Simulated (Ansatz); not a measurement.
With r²SCAN in the plane-wave PAW code Ansatz, AlBRu in the orthorhombic phase (Cmcm; Al on 4c, B on 4c, Ru on 4c) relaxes to a = 3.233 Å, b = 13.463 Å, c = 3.058 Å. Its formation energy from the elements is -0.24 eV/atom, with no fitted shifts.

Electronic character: metallic (no gap).

Bader charges are Al +1.68, B -0.50, Ru -1.17 e.

The start of the workflow was typed in or built on a structure type; neither database checked (COD, Materials Project) lists it. Its standing as an ambient phase is unchecked. Symmetry was held in the r²SCAN relaxation; whether a distortion lowers the energy is not shown. No spin polarisation was allowed. The references are the lowest solids computed at this level, not always the standard phases. Spin–orbit coupling is left out wherever it is not named.

Potentials: the later of the program's two PAW sets.
